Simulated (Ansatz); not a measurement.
Mg in space group P6/mmm (No. 191; Mg on 2e, Mg on 2d, Mg on 3f) under volume change, plane-wave PAW r²SCAN (Ansatz code), shape and atoms relaxed at each volume.

| V (Å³/atom) | E − E(relaxed) (meV/atom) | P (GPa) |
|---|---|---|
| 21.206 | 25.6 | 4.22 |
| 21.905 | 10.8 | 2.60 |
| 22.605 | 2.6 | 1.20 |
| 23.304 | 0.0 | 0.00 |
| 24.003 | 2.3 | -1.04 |
| 24.702 | [?] | [?] |
| 25.401 | [?] | [?] |

Problem. Fill in the missing entries.

Solution. 
- 24.702, E − E(relaxed) (meV/atom): 8.9
- 24.702, P (GPa): -1.94
- 25.401, E − E(relaxed) (meV/atom): 19.0
- 25.401, P (GPa): -2.71

Problem. What does a third-order Birch–Murnaghan fit give for V₀, B₀ and B′?

Solution. V₀ = 23.30 Å³/atom, B₀ = 37.2 GPa, B′ = 3.9.

The start of the workflow was typed in or built on a structure type; the Crystallography Open Database copy checked does not list it. It is not the phase usual at ambient conditions (space group No. 194). Symmetry was held in the r²SCAN relaxation; whether a distortion lowers the energy is not shown.

Potentials: the later of the program's two PAW sets.
